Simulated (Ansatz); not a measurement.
Input and command of a plane-wave DFT calculation in Ansatz:

```yaml
crystal:
  lattice:
    - [3.9263910562, 0.0, 0.0]
    - [-1.9631955281, 3.4003543999, 0.0]
    - [0.0, 0.0, 4.8336337369]
  atoms:
    - { symbol: Fe, position: [0.0, 0.0, 0.0], spin: 2.82 }
    - { symbol: Fe, position: [0.0, 0.0, 0.5], spin: 0.16 }
    - { symbol: Fe, position: [0.3333333333, 0.6666666667, 0.8215240546], spin: 0.8 }
    - { symbol: Fe, position: [0.6666666667, 0.3333333333, 0.1784759454], spin: 0.8 }
    - { symbol: Si, position: [0.3333333333, 0.6666666667, 0.3194960937] }
    - { symbol: Si, position: [0.6666666667, 0.3333333333, 0.6805039063] }
basis:
  ecutwfc: 420
kpoints:
  mp_grid: { grid: [12, 12, 8] }
hamiltonian:
  xc: lda
scf:
  occupations: { method: gaussian, width: 0.1 }
output:
  forces: true
  stress: true
  eigenvalues: true
  populations: true
magnetization:
  spin_polarized: true
relax:
  adjacent_minimum: "off"
  f_tol: 0.005
  max_steps: 50
  cell: { stress_tol: 0.05 }
```

```bash
ansatz run input.yaml --threads 1 --pin off --max-ram 2560MiB --backend cpu --events-out ev --progress --plain --runs-dir out
```

Processor: Intel(R) Xeon(R) 6975P-C (Granite Rapids), 1 thread, on a host shared with other jobs.

Estimate time, memory and problem size.

About 3.8 min on 1 thread of Intel(R) Xeon(R) 6975P-C (Granite Rapids), with other jobs on the host, peak memory 0.92 GiB. It solves 46 bands at 131 k points (the mesh reduced by the symmetry that the task leaves, which can be less than the crystal's) with about 1179 plane waves (on the last cell), in 87 SCF iterations over 7 ionic steps.
